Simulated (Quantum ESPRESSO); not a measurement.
Empty bands for a GW run on BaTiO$_{3}$ (space group Amm2, No. 38): 129 bands on a 4×4×4 mesh, PBEsol, PseudoDojo standard norm-conserving files, scalar-relativistic, Quantum ESPRESSO. The input, in which only the diagonalization keyword changes:

```
&CONTROL
  calculation = 'nscf'
  pseudo_dir = './pseudo'
  outdir = './out'
/
&SYSTEM
  ibrav = 0
  nat = 5
  ntyp = 3
  ecutwfc = 84.0
  ecutrho = 336.0
  occupations = 'fixed'
  force_symmorphic = .true.
  nbnd = 129
/
&ELECTRONS
  conv_thr = 5e-09
  diago_full_acc = .true.
  diago_thr_init = 1e-08
  diagonalization = 'david'
/
ATOMIC_SPECIES
O 15.9990 O.upf
Ti 47.8670 Ti.upf
Ba 137.3270 Ba.upf
CELL_PARAMETERS angstrom
  3.983330000000   0.000000000000   0.000000000000
  0.000000000000   2.862595000000   2.875340000000
  0.000000000000  -2.862595000000   2.875340000000
ATOMIC_POSITIONS crystal
O   0.500000000000   0.978430000000   0.491350000000
O   0.500000000000   0.491350000000   0.978430000000
O   0.000000000000   0.488200000000   0.488200000000
Ti   0.500000000000   0.518500000000   0.518500000000
Ba   0.000000000000   0.003410000000   0.003410000000
K_POINTS automatic
4 4 4 0 0 0
```

```
diagonalization  mean iterations per k point              rough time  largest change of an eigenvalue (eV)
---------------  ---------------------------  ----------------------  ------------------------------------
david                                     31                       1                                     –
cg                                        43                about 3×                                 1e-05
paro                                      17  within a factor of two                                 8e-08
```

An iteration means different work in each solver, so the counts don't rank them. Times are rough ratios from shared machines.

Geometry of the Materials Project entry, not relaxed at this level.
